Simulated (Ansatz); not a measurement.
## Ga4PN3 (ordering on zincblende) by several functionals

All numbers come from Ansatz 0.2.0. These are computed values for a non-magnetic cell that may be hypothetical; none is a measurement.

Structure: an ordered 8-atom cell of Ga4PN3 on the zincblende lattice (R3m), at its r2SCAN minimum. The symmetry is R3m (No. 160, trigonal); conventional cell a = 3.335 Å, c = 33.212 Å, 13.33 Å³ an atom. Around N lie 4 Ga at 1.94–2.02 Å; around N lie 4 Ga at 1.95–2.02 Å; around P lie 4 Ga at 2.21–2.34 Å; around Ga lie 4 N at 1.95–2.02 Å; around Ga lie 3 N at 2.02 Å and 1 P at 2.34 Å; around Ga lie 1 N at 1.94 Å and 3 P at 2.21 Å.

```
CELL_PARAMETERS angstrom
1.66769 0.96284 11.07082
-1.66769 0.96284 11.07082
0.00000 -1.92568 11.07082
ATOMIC_POSITIONS crystal
N 0.00657 0.00657 0.00657
N 0.74984 0.74984 0.74984
N 0.49330 0.49330 0.49330
P 0.24864 0.24864 0.24864
Ga 0.69110 0.69110 0.69110
Ga 0.43444 0.43444 0.43444
Ga 0.17806 0.17806 0.17806
Ga 0.94805 0.94805 0.94805
```

Relaxed lattice by functional, symmetry kept:
```json
{"functional": "PBE", "k mesh": "8×8×8", "a (Å)": "3.369", "c (Å)": "33.662", "volume (Å³/atom)": "13.79"}
{"functional": "r2SCAN", "k mesh": "8×8×8", "a (Å)": "3.335", "c (Å)": "33.212", "volume (Å³/atom)": "13.33"}
```

Band edges at fixed r2SCAN geometry:
```csv
level,k mesh,gap (eV),kind,edges,least direct gap (eV)
PBE,8×8×8,none (overlap 0.46),–,–,–
PBE+SOC,8×8×8,none (overlap 0.44),–,–,–
r2SCAN,8×8×8,none (overlap 0.39),–,–,–
```
All runs use a smearing of 0.02 eV.
Wave cutoffs: 420 eV, 500 eV (r2SCAN).
Points off the special ones are mesh points or PBE's searched band edges, reused at the other levels.

With r2SCAN the bands overlap by 0.39 eV (counted from 1, band 36 peaks at Γ and band 37 bottoms out at Γ–S₀ (0.20 of the way from Γ)): no gap. PBE+SOC gives no gap: the lowest nominally empty band dips 0.44 eV below the top of the last filled one (its bottom at Γ–S₀ (0.20 of the way from Γ), the top at Γ), so the cell is a metal or semimetal at this level.

No level opens a gap, but no hybrid is among them, and semilocal functionals can close a real gap.

Only the levels marked +SOC include spin-orbit coupling.
